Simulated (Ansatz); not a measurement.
Ansatz input file:

```yaml
crystal:
  lattice:
    - [2.19361306, -4.87003245, 0.0]
    - [2.19361306, 4.87003245, 0.0]
    - [0.0, 0.0, 3.42873088]
  atoms:
    - { symbol: Li, position: [0.65626231, 0.34373769, 0.5] }
    - { symbol: Li, position: [0.34373769, 0.65626231, 0.5] }
    - { symbol: Bi, position: [-0.0026891316, -0.0101572543, 0.0416393135] }
    - { symbol: O, position: [0.14783368, 0.85216632, 0.5] }
    - { symbol: O, position: [0.85216632, 0.14783368, 0.5] }
    - { symbol: O, position: [0.5, 0.5, 0.0] }
basis:
  ecutwfc: 420
kpoints:
  mp_grid: { grid: [8, 8, 10] }
hamiltonian:
  xc: pbesol
scf:
  occupations: { method: gaussian, width: 0.1 }
output:
  forces: true
  stress: true
  eigenvalues: true
```

Run as
```bash
ansatz run input.yaml --threads 1 --pin off --max-ram 1331MiB --backend cpu --events-out ev --progress --plain --runs-dir out
```

Computed with DFT PBEsol, scalar-relativistic, plane waves, PAW (Ansatz).

Abridged output:

```
Pseudopotentials: kind: paw
Pseudopotential: Li, paw, valence charge 3, recommended cutoff 420 eV (normal)
Pseudopotential: Bi, paw, valence charge 15, recommended cutoff 420 eV (normal)
Pseudopotential: O, paw, valence charge 6, recommended cutoff 420 eV (normal)
Functional definition: PBEsol
Crystal: 6 atoms, lattice volume = 73.258 Å³
Basis set: ecut = 420 eV, 1437 PW (Γ), exchange–correlation on 72×72×48 points (8 copies of the dense FFT grid, shifted against one another)
Bands: 26, of which v1, the nominal top of the filled ones, is band 20 counted from 1 (19 counted from 0)
Symmetry: 1 space group operations
Space group: P1 (ITA 1), of the structure as read, at distance tolerance 4.2e-5 Å
k-points: 324 of 640 (time reversal used)
Initial density: superposition of atomic densities (neutral atoms: chi_scale 0, normalization atom), corrected by the library's trained network
Initial wavefunctions: pseudopotential atomic-orbital guess
Functional: x = pbesol(κ = 0.804, μ = 0.12345679), c = pbesol(β = 0.046)
SCF iter   1: F=—  HF=-14332.003280 eV  |F-HF|=—  |Δ(HF+E_count)|=         —  Δρ=1.35e-2  dr2=1.12e-1  ethr=1.77e-3  ⟨swp⟩=5.9  Hψ=40887  notcnv=0  defer=1
SCF iter   2: F=—  HF=-14331.985641 eV  |F-HF|=—  |Δ(HF+E_count)|=   1.76e-2  Δρ=9.73e-3  dr2=4.38e-2  ethr=2.88e-4  ⟨swp⟩=2.0  Hψ=16599  notcnv=0  defer=565
SCF iter   3: F=—  HF=-14331.973741 eV  |F-HF|=—  |Δ(HF+E_count)|=   1.19e-2  Δρ=1.85e-3  dr2=2.18e-3  ethr=1.12e-4  ⟨swp⟩=2.1  Hψ=13160  notcnv=0  defer=565
SCF iter   4: F=—  HF=-14331.973311 eV  |F-HF|=—  |Δ(HF+E_count)|=   4.30e-4  Δρ=5.44e-4  dr2=2.82e-4  ethr=5.59e-6  ⟨swp⟩=2.8  Hψ=14344  notcnv=0  defer=565
SCF iter   5: F=—  HF=-14331.973234 eV  |F-HF|=—  |Δ(HF+E_count)|=   7.67e-5  Δρ=1.62e-4  dr2=2.38e-5  ethr=7.24e-7  ⟨swp⟩=2.0  Hψ=12906  notcnv=0  defer=565
SCF iter   6: F=—  HF=-14331.973128 eV  |F-HF|=—  |Δ(HF+E_count)|=   1.06e-4  Δρ=4.81e-5  dr2=1.29e-6  ethr=6.11e-8  ⟨swp⟩=2.0  Hψ=13493  notcnv=0  defer=556
SCF iter   7: F=—  HF=-14331.973128 eV  |F-HF|=—  |Δ(HF+E_count)|=   8.21e-8  Δρ=1.44e-5  dr2=1.20e-7  ethr=3.32e-9  ⟨swp⟩=2.0  Hψ=13366  notcnv=0  defer=554
SCF iter   8: F=-14331.973128 eV  HF=-14331.973128 eV  |F-HF|=2.32e-8  |Δ(HF+E_count)|=   3.26e-8  Δρ=5.98e-6  dr2=3.13e-8  ethr=2.56e-10  ⟨swp⟩=8.9  Hψ=41121  notcnv=0
SCF 1 converged in 8 iterations: F = -14331.973128 eV  dr2 = 3.13e-8
SCF converged after 8 iterations
Free energy (F): -14331.973128 eV
Harris-Foulkes:  -14331.973128 eV  (|F-HF|=2.32e-8)
Internal energy: -14331.965698 eV  (E = F + TS)
E sigma→0 (E₀):  -14331.969413 eV
Entropy (-TS):   -0.007430 eV (-1.238 meV/atom)
Fermi energy:    7.377686 eV
--- Per-component energies (eV) ---
  E_band       = -297.346977
  E_kinetic    = 870.476868
  E_local      = -2987.657400  (includes V_loc(G=0)·N_el)
  E_nonlocal   = 648.277217
  E_hartree    = 1023.081193
  E_xc         = -390.401520
  E_vxc        = -452.736656  (∫ρ·V_xc dr)
  E_paw        = -11008.518996  (= ΣΔE_a)
  E_vpaw       = -421.874685  (= ΣTr[D̂ρ^β])
  E_aug_tail   = 0.006608  (compensation charges beyond the density's cutoff)
  E_ewald      = -2487.425285
  E_core_change = 0.195616  (= ΣΔE_core)
  E_smearing   = -0.007430  (= −TS)
--- Forces (eV/Å), atoms counted from 1 ---
  atom   1  Li    -0.05053060    -0.04882116     0.10772961
  atom   2  Li    -0.04474718    -0.05901917     0.09591894
  atom   3  Bi     0.34442714     0.70870645    -0.92037510
  atom   4  O     -0.02744401    -0.42411909     0.42994431
  atom   5  O     -0.03232082    -0.06403837     0.17226390
  atom   6  O     -0.18937549    -0.11263226     0.11453516
--- Stress (GPa, compression-positive) ---
       -0.359643      -0.031787      -0.015235
       -0.031787       1.359209      -0.782968
       -0.015236      -0.782969       1.519149
  P = ⅓ Tr σ = 0.8396 GPa (8.396 kbar)
--- Band table (eV; the first three rows and the last of 324) ---
  k-point 0: bands = ["-36.5886", "-36.5131", "-15.7798", "-15.3638", "-15.3507", "-15.3022", "-15.2286", "-11.7888", "-9.9614", "-9.3440", "-1.1460", "0.8478", "2.9831", "3.7110", "3.8724", "4.9789", "5.1058", "5.1889", "5.2156", "5.3672", "11.5699", "12.5385", "14.2638", "14.7641", "15.4151", "16.6472"]
  k-point 1: bands = ["-36.5884", "-36.5129", "-15.7644", "-15.3944", "-15.3420", "-15.3012", "-15.2349", "-11.7270", "-9.8830", "-9.3764", "-1.2347", "0.9053", "2.6494", "3.5889", "3.8868", "4.8326", "4.9413", "5.1647", "5.2735", "5.8056", "11.8821", "12.2421", "14.4048", "14.7726", "15.5644", "16.5746"]
  k-point 2: bands = ["-36.5879", "-36.5124", "-15.7274", "-15.4828", "-15.3042", "-15.2986", "-15.2512", "-11.5453", "-9.6886", "-9.4686", "-1.4937", "1.0619", "2.1116", "3.1927", "3.9275", "4.5684", "4.7356", "5.0959", "5.3352", "6.4906", "11.6718", "12.6960", "14.5775", "14.7821", "15.9482", "16.3746"]
  k-point 323: bands = ["-36.5856", "-36.5120", "-15.7091", "-15.6440", "-15.2941", "-15.2909", "-15.1856", "-10.5623", "-10.0748", "-9.3483", "-2.1740", "1.3176", "1.5081", "2.0647", "3.8217", "4.2122", "4.6241", "4.8382", "5.1575", "7.4425", "13.2206", "13.4581", "14.0673", "15.4017", "15.5694", "16.6009"]
```

The run converged.

Spin–orbit coupling is left out, which can shift energies with elements as heavy as these. The cell has an odd number of electrons and was run without spin polarisation, which forces a half-filled band: energy, forces and stress belong to that artificial state.